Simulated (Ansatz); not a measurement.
The calculation used Ansatz 0.2.0, DFT PBE, scalar-relativistic, plane waves, PAW. All cells share a 420 eV cutoff and Γ-centred k meshes spaced at most about 0.3 Å⁻¹ (about 0.25 or finer for metals, 2π included). No spin polarisation in the final relaxations.

All energies are static (0 K, no zero-point motion). All come from trial cells, and lower structures may exist.

Task: These unrelaxed guesses for Ta4GeIr are each relaxed within their symmetry. Order them by the energy at which they end, lowest first.
A.

```xyz
6
Lattice="3.6484 0.0000 0.0000 -1.8242 3.1596 0.0000 0.0000 0.0000 7.4165" Properties=species:S:1:pos:R:3 pbc="T T T"
Ta    0.0000    2.1064    5.6335
Ta    0.0000    2.1064    1.7830
Ta    1.8242    1.0532    5.6335
Ta    1.8242    1.0532    1.7830
Ge    0.0000    0.0000    3.7083
Ir    0.0000    0.0000    0.0000
```

B.

```xyz
6
Lattice="0.0000 3.8069 3.8069 3.8069 0.0000 3.8069 3.8069 3.8069 0.0000" Properties=species:S:1:pos:R:3 pbc="T T T"
Ta    4.7589    2.8550    2.8550
Ta    2.8550    2.8550    4.7589
Ta    4.7589    4.7589    4.7589
Ta    2.8550    4.7589    2.8550
Ge    1.9035    1.9035    1.9035
Ir    0.0000    0.0000    0.0000
```

Result: A (ends in P6/mmm, 0 meV/atom), B (ends in F-43m, 144 meV/atom). Even the lowest end lies +0.27 eV/atom against the elements.

These runs have no spin–orbit coupling, which can matter for Ir and Ta. Cells relaxed within their symmetry can be saddle points. Some candidate types were left out of the draw beforehand, so a known form may be missing.
